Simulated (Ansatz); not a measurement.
An Ansatz (an electronic-structure program) run. Input:

Ansatz 0.2 input:
```yaml
crystal:
  lattice:
    - [3.9250295059, 0.0, 0.0]
    - [0.0, 3.9223706597, 0.0]
    - [0.0, 0.0, 11.0821489275]
  atoms:
    - { symbol: Si, position: [0.25, 0.0, 0.3197126652] }
    - { symbol: Si, position: [0.25, 0.5, 0.4397432482] }
    - { symbol: Si, position: [0.75, 0.5, 0.5602567518] }
    - { symbol: Si, position: [0.75, 0.0, 0.6802873348] }
    - { symbol: Ge, position: [0.25, 0.0, 0.8049461492] }
    - { symbol: Ge, position: [0.25, 0.5, 0.9352121512] }
    - { symbol: Ge, position: [0.75, 0.5, 0.0647878488] }
    - { symbol: Ge, position: [0.75, 0.0, 0.1950538508] }
kpoints:
  mp_grid: { grid: [7, 7, 3] }
hamiltonian:
  xc: pbesol
  pseudopotentials: { kind: paw }
scf:
  occupations: { method: fixed }
elastic: { mode: relaxed_ion, stencil: two_point, amplitude: 0.005, f_tol: 0.0005 }
```

Output (shortened):

```
Pseudopotentials: kind: paw
Pseudopotential: Si, paw, valence charge 4
Pseudopotential: Ge, paw, valence charge 14
Functional definition: PBEsol
Crystal: 8 atoms, lattice volume = 170.614 Å³
Basis set: ecut = 420 eV, 3341 PW (Γ), exchange–correlation on 54×54×150 points (8 copies of the dense FFT grid, shifted against one another)
Bands: 44, of which v1, the nominal top of the filled ones, is band 36 counted from 1 (35 counted from 0)
Symmetry: 8 space group operations
Space group: Pmma (ITA 51), of the structure as read, at distance tolerance 5.5e-5 Å
k-points: 32 of 147
PAW frozen core: Si, regenerated for the run's functional, and the local potential with it
PAW frozen core: Ge, regenerated for the run's functional, and the local potential with it
Initial wavefunctions: pseudopotential atomic-orbital guess
Eigensolver: davidson
Functional: x = pbesol(κ = 0.804, μ = 0.12345679012345678), c = pbesol(β = 0.046)
all-band conjugate gradients solve this SCF's bands
SCF 1 converged in 12 iterations: F = -19499.848715 eV  dr2 = 5.76e-14
relax step   1: F+E_penalty+E_count = -19499.84871549 eV  Δ(F+E_penalty+E_count) = +0.000e0 eV  max|allowed force component| = 1.181e-3 eV/Å  Δτ_max = 0.0000 Å  (12 SCF iters, accepted)
Crystal: 8 atoms, lattice volume = 170.614 Å³
Initial density: handed on by an earlier stage of this run
Initial wavefunctions: pseudopotential atomic-orbital guess (no wavefunctions were taken with the density)
SCF 2 converged in 8 iterations: F = -19499.848716 eV  dr2 = 8.47e-14
relax step   2: F+E_penalty+E_count = -19499.84871557 eV  Δ(F+E_penalty+E_count) = -7.836e-8 eV  max|allowed force component| = 1.852e-4 eV/Å  Δτ_max = 0.0000 Å  (8 SCF iters, accepted)
Crystal: 8 atoms, lattice volume = 170.614 Å³
SCF 3 converged in 10 iterations: F = -19499.848716 eV  dr2 = 8.27e-16
Crystal: 8 atoms, lattice volume = 169.761 Å³
SCF 4 converged in 12 iterations: F = -19499.846159 eV  dr2 = 2.34e-14
relax step   1: F+E_penalty+E_count = -19499.84615930 eV  Δ(F+E_penalty+E_count) = +0.000e0 eV  max|allowed force component| = 4.796e-2 eV/Å  Δτ_max = 0.0000 Å  (12 SCF iters, accepted)
density extrapolation: transplant  |δρ|_rms = 3.670e-2 e/Å³  SAD shift = 1.268e-2 e/Å³
Crystal: 8 atoms, lattice volume = 169.761 Å³
Initial wavefunctions: those handed on with the density
SCF 5 converged in 10 iterations: F = -19499.846503 eV  dr2 = 2.45e-14
relax step   2: F+E_penalty+E_count = -19499.84650349 eV  Δ(F+E_penalty+E_count) = -3.442e-4 eV  max|allowed force component| = 4.052e-3 eV/Å  Δτ_max = 0.0024 Å  (10 SCF iters, accepted)
[...]
SCF 43 converged in 10 iterations: F = -19499.847807 eV  dr2 = 6.63e-16
Crystal: 8 atoms, lattice volume = 170.613 Å³
Basis set: ecut = 420 eV, 3357 PW (Γ), exchange–correlation on 54×54×150 points (8 copies of the dense FFT grid, shifted against one another)
k-points: 50 of 147
SCF 44 converged in 10 iterations: F = -19499.848145 eV  dr2 = 4.69e-14
relax step   1: F+E_penalty+E_count = -19499.84814512 eV  Δ(F+E_penalty+E_count) = +0.000e0 eV  max|allowed force component| = 1.852e-4 eV/Å  Δτ_max = 0.0000 Å  (10 SCF iters, accepted)
Crystal: 8 atoms, lattice volume = 170.613 Å³
SCF 45 converged in 10 iterations: F = -19499.848145 eV  dr2 = 1.02e-16
Crystal: 8 atoms, lattice volume = 170.613 Å³
SCF 46 converged in 10 iterations: F = -19499.848145 eV  dr2 = 5.42e-14
relax step   1: F+E_penalty+E_count = -19499.84814512 eV  Δ(F+E_penalty+E_count) = +0.000e0 eV  max|allowed force component| = 1.852e-4 eV/Å  Δτ_max = 0.0000 Å  (10 SCF iters, accepted)
Crystal: 8 atoms, lattice volume = 170.613 Å³
SCF 47 converged in 10 iterations: F = -19499.848145 eV  dr2 = 1.19e-16
SCF converged after 10 iterations
Stability not checked: this state was not tested for a lower state beside it, because too few of the mixer's solves of this state at the end of the SCF gave a …
Free energy (F): -19499.848716 eV
Harris-Foulkes:  -19499.848716 eV  (|F-HF|=0.00e0)
Internal energy: -19499.848716 eV  (E = F + TS)
E sigma→0 (E₀):  -19499.848716 eV
Fermi energy:    7.428715 eV
--- Per-component energies (eV) ---
  E_band       = -616.775386
  E_kinetic    = 607.251228
  E_local      = -14016.582064  (includes V_loc(G=0)·N_el)
  E_nonlocal   = 1785.608915
  E_hartree    = 6359.180385
  E_xc         = -518.556263
  E_vxc        = -446.262789  (∫ρ·V_xc dr)
  E_paw        = -9913.211173  (= ΣΔE_a)
  E_vpaw       = -1265.152731  (= ΣTr[D̂ρ^β])
  E_aug_tail   = 0.001283  (compensation charges beyond the density's cutoff)
  E_ewald      = -3807.339014
  E_core_change = 3.797988  (= ΣΔE_core)
  E_smearing   =  0.000000  (= −TS)
  E_closure    =  0.000000  (closes the sum)
  Σ components = -19499.848716   (vs F -19499.848716, Δ=0.00e0)
--- Forces (eV/Å), atoms counted from 1 ---
  atom   1  Si     0.00000000     0.00000000     0.00011594
  atom   2  Si     0.00000000     0.00000000    -0.00018520
  atom   3  Si     0.00000000     0.00000000     0.00018520
  atom   4  Si     0.00000000     0.00000000    -0.00011594
  atom   5  Ge     0.00000000     0.00000000     0.00005491
  atom   6  Ge     0.00000000     0.00000000    -0.00002016
  atom   7  Ge     0.00000000     0.00000000     0.00002016
  atom   8  Ge     0.00000000     0.00000000    -0.00005491
  max |Σ_I F_I| component: 0.00e0 eV/Å
--- Stress (GPa, compression-positive) ---
       -0.000270       0.000000       0.000000
        0.000000      -0.001768       0.000000
        0.000000       0.000000      -0.000842
  P = ⅓ Tr σ = -0.0010 GPa (-0.010 kbar)
  The stress holds the Pulay correction. Without it, at fixed plane waves, as pw.x and ABINIT print it: P = -0.0266 GPa
  The stress includes an estimate of the error left by incomplete SCF convergence (largest component 0.0000 GPa).
--- Band table (eV; the first three rows and the last of 32) ---
  k-point 0: bands = ["-17.2110", "-17.2034", "-17.1810", "-17.1658", "-17.1518", "-17.1125", "-17.0681", "-17.0636", "-17.0350", "-17.0108", "-17.0025", "-16.9749", "-16.9633", "-16.9594", "-16.9208", "-16.9086", "-16.9021", "-16.8852", "-16.8830", …
  k-point 1: bands = ["-17.2110", "-17.2034", "-17.1810", "-17.1658", "-17.1518", "-17.1125", "-17.0681", "-17.0636", "-17.0350", "-17.0108", "-17.0025", "-16.9749", "-16.9633", "-16.9594", "-16.9208", "-16.9086", "-16.9021", "-16.8852", "-16.8830", …
  k-point 2: bands = ["-17.2124", "-17.2096", "-17.1804", "-17.1587", "-17.1454", "-17.1126", "-17.0622", "-17.0565", "-17.0364", "-17.0100", "-17.0000", "-16.9776", "-16.9642", "-16.9613", "-16.9252", "-16.9170", "-16.9144", "-16.8827", "-16.8786", …
  k-point 31: bands = ["-17.2182", "-17.2100", "-17.1703", "-17.1686", "-17.0839", "-17.0716", "-17.0622", "-17.0579", "-17.0319", "-17.0080", "-16.9849", "-16.9833", "-16.9773", "-16.9706", "-16.9687", "-16.9640", "-16.8944", "-16.8941", "-16.8593", …
  band table: 44 of 44 bands, residual norms ≤ 1.0e-3 eV
--- Elastic constants: 6 strain directions × 2 members + reference (group order 8) ---
  dense FFT box of the reference and of every strained cell: 27×27×75
  strains applied: 11, 22, 33, 23, 13, 12; error gains …
  reference relaxed by the batch: 2 steps …
  largest displacement 4.2e-5 Å; the constants are those of the deck's cell at these positions:
  atoms:
    - { symbol: Si, position: [0.25, 0.0, 0.3197149916644795] }
    - { symbol: Si, position: [0.25, 0.5000000000000001, 0.43973944294039835] }
    - { symbol: Si, position: [0.75, 0.5000000000000001, 0.5602605570596018] }
    - { symbol: Si, position: [0.75, 0.0, 0.6802850083355206] }
    - { symbol: Ge, position: [0.25, 0.0, 0.8049457790176874] }
    - { symbol: Ge, position: [0.25, 0.5000000000000001, 0.9352126632457967] }
    - { symbol: Ge, position: [0.75, 0.5000000000000001, 0.06478733675420344] }
    - { symbol: Ge, position: [0.75, 0.0, 0.1950542209823128] }
  C = ∂σ_k/∂η_j (tension-positive GPa; Voigt order 11 22 33 23 13 12):
       164.367     26.919     53.053      0.000      0.000      0.000
        26.927    164.038     52.895      0.000      0.000      0.000
        53.031     52.841    136.164      0.000      0.000      0.000
         0.000      0.000      0.000     67.600      0.000      0.000
         0.000      0.000      0.000      0.000     67.458      0.000
         0.000      0.000      0.000      0.000      0.000     41.923
  reference stress σ⁰ (GPa):      0.000      0.002      0.001      0.000      0.000      0.000
  moduli (Voigt/Reuss/Hill, GPa): K = 81.14/81.13/81.14   G = 57.51/54.42/55.96   E = 136.51   ν = 0.220
  mechanically stable: yes (min eigenvalue of sym C = 41.92 GPa)
  harmonic check of the ions' relaxations: strain 33: 1 pair too noisy to judge …
  the stresses are not corrected for the forces that the relaxations left standing (`elastic.f_tol`)
  strain η (Voigt 11):  stress-route row diagonal C_11 = 164.37 GPa, energy-path curvature d²(F+E_count+ΔE)/dδ²/Ω₀ = 164.58 GPa
         δ    σ_11 (GPa)             F (eV)   n_scf  n_hpsi   n_pw
    -5.000e-3      -0.8323      -19499.8465046      10   21709   3353   relax 3 steps, max|allowed force component| 4.09e-4 eV/Å
     5.000e-3       0.8114      -19499.8465332       9   21356   3393   relax 3 steps, max|allowed force component| 1.88e-4 eV/Å
  strain η (Voigt 22):  stress-route row diagonal C_22 = 164.04 GPa, energy-path curvature d²(F+E_count+ΔE)/dδ²/Ω₀ = 164.29 GPa
         δ    σ_22 (GPa)             F (eV)   n_scf  n_hpsi   n_pw
    -5.000e-3      -0.8295      -19499.8465175      10   21978   3353   relax 3 steps, max|allowed force component| 4.42e-4 eV/Å
     5.000e-3       0.8109      -19499.8465272       9   21380   3393   relax 3 steps, max|allowed force component| 3.16e-4 eV/Å
  strain η (Voigt 33):  stress-route row diagonal C_33 = 136.16 GPa, energy-path curvature d²(F+E_count+ΔE)/dδ²/Ω₀ = 136.32 GPa
         δ    σ_33 (GPa)             F (eV)   n_scf  n_hpsi   n_pw
    -5.000e-3      -0.6836      -19499.8468943      10   21847   3351   relax 2 steps, max|allowed force component| 2.40e-4 eV/Å
     5.000e-3       0.6781      -19499.8469081      10   21764   3387   relax 2 steps, max|allowed force component| 1.71e-4 eV/Å
  strain η (Voigt 23):  stress-route row diagonal C_44 = 67.60 GPa, energy-path curvature d²(F+E_count+ΔE)/dδ²/Ω₀ = 67.83 GPa
         δ    σ_23 (GPa)             F (eV)   n_scf  n_hpsi   n_pw
    -5.000e-3      -0.3380      -19499.8478116      10   29915   3364   relax 3 steps, max|allowed force component| 4.96e-4 eV/Å
     5.000e-3       0.3380      -19499.8478116      10   29902   3364   relax 3 steps, max|allowed force component| 4.96e-4 eV/Å
  strain η (Voigt 13):  stress-route row diagonal C_55 = 67.46 GPa, energy-path curvature d²(F+E_count+ΔE)/dδ²/Ω₀ = 67.65 GPa
         δ    σ_13 (GPa)             F (eV)   n_scf  n_hpsi   n_pw
    -5.000e-3      -0.3373      -19499.8478071      10   30391   3364   relax 4 steps, max|allowed force component| 2.87e-5 eV/Å
     5.000e-3       0.3373      -19499.8478071      10   31170   3364   relax 4 steps, max|allowed force component| 2.87e-5 eV/Å
  strain η (Voigt 12):  stress-route row diagonal C_66 = 41.92 GPa, energy-path curvature d²(F+E_count+ΔE)/dδ²/Ω₀ = 42.11 GPa
         δ    σ_12 (GPa)             F (eV)   n_scf  n_hpsi   n_pw
    -5.000e-3      -0.2096      -19499.8481451      10   33892   3363   relax 1 steps, max|allowed force component| 1.85e-4 eV/Å
     5.000e-3       0.2096      -19499.8481451      10   34021   3363   relax 1 steps, max|allowed force component| 1.85e-4 eV/Å
```

Cost: about 5 core-minutes (a rough figure) on shared cores.

The start of the workflow was typed in or built on a structure type; neither database checked (COD, Materials Project) lists it. Its standing as an ambient phase is unchecked. The cell was relaxed with PBEsol under the symmetry of its start; of distortions, only those at the zone centre were tested. Scalar-relativistic: spin–orbit coupling is off unless named, which matters more the heavier the elements.

Potentials: the later of the program's two PAW sets.

Ansatz is a plane-wave DFT program.
